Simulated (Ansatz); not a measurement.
Relaxed-ion elastic tensor of NbP in space group P-6m2 (No. 187; Nb on 1a, P on 1f) in GPa (Voigt order), the program Ansatz at the PBEsol level (PAW); density 6.60 g/cm³, 15.59 Å³ per atom.

```tsv
	1	2	3	4	5	6
1	280	118	157	0.0	0.0	0.0
2	118	280	157	0.0	0.0	0.0
3	157	157	412	0.0	0.0	0.0
4	0.0	0.0	0.0	196	0.0	0.0
5	0.0	0.0	0.0	0.0	196	0.0
6	0.0	0.0	0.0	0.0	0.0	80.7
```

Question: Is the crystal mechanically stable?

Answer: Yes: the smallest eigenvalue of C is 80.7 GPa.

Question: Work out the Voigt, Reuss and Hill averages.

Answer: K_V = 204, K_R = 193, K_H = 199; G_V = 130, G_R = 109, G_H = 120 GPa.

Question: Give Young's modulus, Poisson's ratio, Pugh's ratio and the universal anisotropy index.

Answer: E = 9KG/(3K + G) = 300 GPa; ν = 0.25; K/G = 1.66 (near the Pugh limit of 1.75, no verdict); A_U = 5G_V/G_R + K_V/K_R − 6 = 1.01.

Question: Estimate the sound speeds and the Debye temperature.

Answer: v_l = √((K + 4G/3)/ρ) = 7370 m/s, v_t = √(G/ρ) = 4260 m/s, mean 4730 m/s; Θ = (h/k)(3n/4πV)^(1/3) v_m = 564 K.

Question: How much does each axis shrink under pressure?

Answer: Linear compressibilities β_i = Σ_j S_ij (j = 1 to 3): x 2.2, y 2.2, z 0.73 per TPa.

A made-up cell: these elements were put on the sites of a structure type; neither database checked (COD, Materials Project) lists it. COD files the formula under space group No. 141, so this cell is another polymorph or a model. Its standing as an ambient phase is unchecked. The PBEsol relaxation kept the symmetry of its start; its stability against distortions is not shown here. No spin polarisation was allowed. As this level gives no gap, shear constants depend on the k-mesh and smearing (Fermi–Dirac, 0.1 eV here).

Potentials: the later of the program's two PAW sets.
